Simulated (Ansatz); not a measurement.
Start of a relaxation, CO put at a bridge Rh-Rh site (Rh, Fm-3m (No. 225), (1 1 1) face):

```xyz
6
Lattice="2.6729 0.0000 0.0000 -1.3364 2.3148 0.0000 0.0000 0.0000 26.6971" Properties=species:S:1:pos:R:3 pbc="T T T"
Rh    1.3364    0.7716    8.5000
Rh    0.0000    1.5432   10.6824
Rh    0.0000    0.0000   12.8229
Rh    1.3364    0.7716   14.9711
C     0.6682   -0.3858   16.7711
O     0.6682   -0.3858   17.9211
```

These are results of DFT PBEsol, scalar-relativistic, plane waves, PAW (Ansatz), not measurements. Cutoff 420 eV; k points 12×12×1 on the computed 6-atom cell (Γ-centred); Gaussian smearing, width 0.10 eV; no spin polarisation. A dipole correction removes the field between periodic images along c.

Atoms 1, 2 (counted from 1) are held. The cell is fixed. Force threshold 0.03 eV/Å.

(1) Where does it end?

The end is the local minimum or symmetric point that this start leads to. The slab is only 6.5 Å thick, so the energy isn't converged with thickness.

Results:

(1) The energy falls by 0.612 eV in 10 steps, to:

```
CELL_PARAMETERS angstrom
2.67286 0.00000 0.00000
-1.33643 2.31476 0.00000
0.00000 0.00000 26.69714
ATOMIC_POSITIONS crystal
Rh 0.66667 0.33333 0.31839
Rh 0.33333 0.66667 0.40013
Rh 0.00113 0.99887 0.48062
Rh 0.66900 0.33100 0.56715
C 0.33576 0.66424 0.62023
O 0.33578 0.66422 0.66395
```

Cost: 1 run of about 5.7 core-minutes, on Arm Neoverse V2 (shared hosts).